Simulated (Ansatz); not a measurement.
Fe₂Si (MoSi2 or CaC2 type, I4/mmm), r²SCAN in the plane-wave PAW code Ansatz, all energies at zero smearing, with the estimated change up to a 700 eV cutoff added, with one set of potentials and settings (totals compare only within such a set). Cell of 3 atoms (2 Fe, 1 Si): -9611.334 eV.

```
element                             reference phase  E (eV/atom)
-------  ------------------------------------------  -----------
Fe       Im-3m, 1 atoms in the cell, spin-polarised   -4485.8961
Si                       Fd-3m, 2 atoms in the cell    -639.0667
```

Formation energy per atom, worked out: (-9611.334 − 2×(-4485.8961) − 1×(-639.0667))/3 = -0.158 eV/atom (-15 kJ per mol of atoms), at 0 K, without zero-point energy or fitted corrections.

The first step of the workflow began from a Materials Project structure, measured or hypothetical; the Crystallography Open Database copy checked does not list it. Its standing as an ambient phase is unchecked. The r²SCAN relaxation kept the symmetry of its start; its stability against distortions is not shown here. The final state is ferromagnetic, the only order run, not a proven ground state. Other orbital occupations within this spin state were not tried. The references are the lowest solids computed at this level, not always the standard phases.

Potentials: the later of the program's two PAW sets.
